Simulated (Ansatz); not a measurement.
Input, command and steps of an Ansatz relaxation.

```yaml
crystal:
  lattice:
    - [4.3408430659, 0.0, 0.0]
    - [-2.1704215329, 3.7592803689, 0.0]
    - [0.0, 0.0, 25.7213001663]
  atoms:
    - { symbol: Ge, position: [0.0, 0.0, 0.5] }
    - { symbol: Sb, position: [0.6666666667, 0.3333333333, 0.9216975306] }
    - { symbol: Sb, position: [0.3333333333, 0.6666666667, 0.3542241551] }
    - { symbol: Sb, position: [0.3333333333, 0.6666666667, 0.0783024694] }
    - { symbol: Sb, position: [0.6666666667, 0.3333333333, 0.6457758449] }
    - { symbol: Te, position: [0.3333333333, 0.6666666667, 0.855069829] }
    - { symbol: Te, position: [0.6666666667, 0.3333333333, 0.144930171] }
    - { symbol: Te, position: [0.0, 0.0, 0.7118786118] }
    - { symbol: Te, position: [0.6666666667, 0.3333333333, 0.433638151] }
    - { symbol: Te, position: [0.3333333333, 0.6666666667, 0.566361849] }
    - { symbol: Te, position: [0.0, 0.0, 0.0] }
    - { symbol: Te, position: [0.0, 0.0, 0.2881213882] }
basis:
  ecutwfc: 500
kpoints:
  mp_grid: { grid: [6, 6, 2] }
hamiltonian:
  xc: r2scan
scf:
  occupations: { method: gaussian, width: 0.02 }
output:
  forces: true
  stress: true
  eigenvalues: true
relax:
  adjacent_minimum: "off"
  f_tol: 0.01
  max_steps: 30
  cell: { stress_tol: 0.1, fix: [volume] }
```

```bash
ansatz run input.yaml --threads 4 --pin off --max-ram 10240MiB --backend cpu --events-out ev --progress --plain --runs-dir out
```

All numbers below come from DFT r2SCAN, scalar-relativistic, plane waves, PAW in Ansatz.

The volume is held at 1.06 times that of the relaxed cell.

Of 6 frames 5 are shown, positions in Å and forces in eV/Å; the SCF threshold varies from step to step. Steps run on the plane waves of an earlier cell, with a Pulay correction in the pressure. The basis is chosen afresh for the last frame, the zero of the energies, and at times for earlier ones too; energy and pressure can step there, also at an unchanged geometry. Where two frames share a geometry here, they differ by under 2 meV/atom and 0.3 GPa.

```xyz
12
Lattice="4.3408 0.0000 0.0000 -2.1704 3.7593 0.0000 0.0000 0.0000 25.7213" Properties=species:S:1:pos:R:3:forces:R:3 pbc="T T T" step=1 free_energy_over_end_meV_per_atom=3.48 pressure_GPa=-1.66
Ge    0.0000    0.0000   12.8606    0.0000    0.0000    0.0000
Sb    2.1704    1.2531   23.7073    0.0000    0.0000   -0.0693
Sb    0.0000    2.5062    9.1111    0.0000    0.0000   -0.0756
Sb    0.0000    2.5062    2.0140    0.0000    0.0000    0.0693
Sb    2.1704    1.2531   16.6102    0.0000    0.0000    0.0756
Te    0.0000    2.5062   21.9935    0.0000    0.0000    0.2084
Te    2.1704    1.2531    3.7278    0.0000    0.0000   -0.2084
Te    0.0000    0.0000   18.3104    0.0000    0.0000   -0.2063
Te    2.1704    1.2531   11.1537    0.0000    0.0000   -0.0017
Te    0.0000    2.5062   14.5676    0.0000    0.0000    0.0017
Te    0.0000    0.0000    0.0000    0.0000    0.0000    0.0000
Te    0.0000    0.0000    7.4109    0.0000    0.0000    0.2063
12
Lattice="4.3245 0.0000 0.0000 -2.1623 3.7452 0.0000 0.0000 0.0000 25.9156" Properties=species:S:1:pos:R:3:forces:R:3 pbc="T T T" step=2 free_energy_over_end_meV_per_atom=2.69 pressure_GPa=-0.07
Ge    0.0000    0.0000   12.9578    0.0000    0.0000    0.0000
Sb    2.1623    1.2484   23.9600    0.0000    0.0000    0.0740
Sb    0.0000    2.4968    9.3056    0.0000    0.0000    0.0619
Sb    0.0000    2.4968    1.9556    0.0000    0.0000   -0.0740
Sb    2.1623    1.2484   16.6100    0.0000    0.0000   -0.0619
Te    0.0000    2.4968   22.3045    0.0000    0.0000   -0.2301
Te    2.1623    1.2484    3.6111    0.0000    0.0000    0.2301
Te    0.0000    0.0000   18.2545    0.0000    0.0000    0.2074
Te    2.1623    1.2484   11.2897    0.0000    0.0000    0.0390
Te    0.0000    2.4968   14.6259    0.0000    0.0000   -0.0390
Te    0.0000    0.0000    0.0000    0.0000    0.0000    0.0000
Te    0.0000    0.0000    7.6611    0.0000    0.0000   -0.2074
12
Lattice="4.3114 0.0000 0.0000 -2.1557 3.7338 0.0000 0.0000 0.0000 26.0740" Properties=species:S:1:pos:R:3:forces:R:3 pbc="T T T" step=3 free_energy_over_end_meV_per_atom=0.13 pressure_GPa=-0.66
Ge    0.0000    0.0000   13.0370    0.0000    0.0000    0.0000
Sb    2.1557    1.2446   24.0811    0.0000    0.0000   -0.0016
Sb    0.0000    2.4892    9.3194    0.0000    0.0000   -0.0004
Sb    0.0000    2.4892    1.9929    0.0000    0.0000    0.0016
Sb    2.1557    1.2446   16.7546    0.0000    0.0000    0.0004
Te    0.0000    2.4892   22.3881    0.0000    0.0000   -0.0055
Te    2.1557    1.2446    3.6859    0.0000    0.0000    0.0055
Te    0.0000    0.0000   18.4342    0.0000    0.0000    0.0025
Te    2.1557    1.2446   11.3415    0.0000    0.0000    0.0246
Te    0.0000    2.4892   14.7326    0.0000    0.0000   -0.0246
Te    0.0000    0.0000    0.0000    0.0000    0.0000    0.0000
Te    0.0000    0.0000    7.6398    0.0000    0.0000   -0.0025
12
Lattice="4.3035 0.0000 0.0000 -2.1517 3.7269 0.0000 0.0000 0.0000 26.1698" Properties=species:S:1:pos:R:3:forces:R:3 pbc="T T T" step=4 free_energy_over_end_meV_per_atom=0.02 pressure_GPa=-0.59
Ge    0.0000    0.0000   13.0849    0.0000    0.0000    0.0000
Sb    2.1517    1.2423   24.1719    0.0000    0.0000   -0.0028
Sb    0.0000    2.4846    9.3632    0.0000    0.0000   -0.0017
Sb    0.0000    2.4846    1.9979    0.0000    0.0000    0.0028
Sb    2.1517    1.2423   16.8066    0.0000    0.0000    0.0017
Te    0.0000    2.4846   22.4745    0.0000    0.0000    0.0040
Te    2.1517    1.2423    3.6953    0.0000    0.0000   -0.0040
Te    0.0000    0.0000   18.4902    0.0000    0.0000   -0.0030
Te    2.1517    1.2423   11.3900    0.0000    0.0000    0.0105
Te    0.0000    2.4846   14.7799    0.0000    0.0000   -0.0105
Te    0.0000    0.0000    0.0000    0.0000    0.0000    0.0000
Te    0.0000    0.0000    7.6796    0.0000    0.0000    0.0030
12
Lattice="4.3003 0.0000 0.0000 -2.1502 3.7242 0.0000 0.0000 0.0000 26.2086" Properties=species:S:1:pos:R:3:forces:R:3 pbc="T T T" step=6 free_energy_over_end_meV_per_atom=0.00 pressure_GPa=-0.54
Ge    0.0000    0.0000   13.1043    0.0000    0.0000    0.0000
Sb    2.1502    1.2414   24.2095    0.0000    0.0000   -0.0002
Sb    0.0000    2.4828    9.3831    0.0000    0.0000   -0.0002
Sb    0.0000    2.4828    1.9991    0.0000    0.0000    0.0002
Sb    2.1502    1.2414   16.8254    0.0000    0.0000    0.0002
Te    0.0000    2.4828   22.5114    0.0000    0.0000    0.0007
Te    2.1502    1.2414    3.6971    0.0000    0.0000   -0.0007
Te    0.0000    0.0000   18.5099    0.0000    0.0000   -0.0001
Te    2.1502    1.2414   11.4114    0.0000    0.0000   -0.0001
Te    0.0000    2.4828   14.7972    0.0000    0.0000    0.0001
Te    0.0000    0.0000    0.0000    0.0000    0.0000    0.0000
Te    0.0000    0.0000    7.6987    0.0000    0.0000    0.0001
```

Time: 5.2 min on 4 threads of AMD EPYC (Zen 3) (shared host), peak memory 2.6 GiB.

The cell holds layers, and r2SCAN describes their binding at middle range but leaves out its long-range dispersion part.